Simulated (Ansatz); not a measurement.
ScHg, DFT, PBEsol, PAW with Ansatz's default frozen-core files, scalar-relativistic (Ansatz 0.2.0), run on 1 thread of Arm Neoverse V2 on a shared host.

The cell is COD entry 1522352, as deposited and not checked against the literature; nothing was relaxed.

Command: `ansatz run input.yaml --threads 1 --pin off --max-ram 3072MiB --backend cpu --events-out ev --progress --plain --runs-dir out`

```yaml
crystal:
  lattice:
    - [3.48, 0.0, 0.0]
    - [0.0, 3.48, 0.0]
    - [0.0, 0.0, 3.48]
  atoms:
    - { symbol: Sc, position: [0.5, 0.5, 0.5] }
    - { symbol: Hg, position: [0.0, 0.0, 0.0] }
kpoints:
  mp_grid: { grid: [12, 12, 12] }
  band_path:
    path:
      - [0.0, 0.0, 0.0]
      - [0.0, 0.5, 0.0]
      - [0.5, 0.5, 0.0]
      - [0.0, 0.0, 0.0]
      - [0.5, 0.5, 0.5]
      - [0.0, 0.5, 0.0]
      - [0.5, 0.5, 0.5]
      - [0.5, 0.5, 0.0]
    npoints: 14
scf:
  occupations: { method: fermi_dirac, width: 0.08 }
hamiltonian:
  xc: pbesol
  pseudopotentials: { kind: paw }
output:
  forces: true
  stress: true
  eigenvalues: true
  efg: { contact_densities: true }
  populations: true
  bader: true
  dos: { projected: true, de: 0.2, e_range: [-14, 8] }
  write_density: true
  write_potential: true
  elf: true
  volumetric_format: npy
```

(1) How large is the problem that the program sets up?

(2) About how long does it take, and how much memory does it use?

(3) And the same cell and mesh by all-electron LAPW, asked for forces, stress, eigenvalues, populations, dos and the same band path, on the same hardware?

(4) And the same cell and mesh by all-electron PAW (datasets made for this crystal), asked for forces, stress, eigenvalues, efg and the same band path, on the same hardware?

## Answers

(1) 84 irreducible k-points, 799 plane waves at Γ, 20 bands.

(2) 14 s of wall time for 6 SCF iterations, with a peak of 0.43 GiB. Times on shared machines scatter by tens of per cent.

(3) 32 s, peak memory 0.45 GiB.

(4) 19 s, peak memory 0.55 GiB.
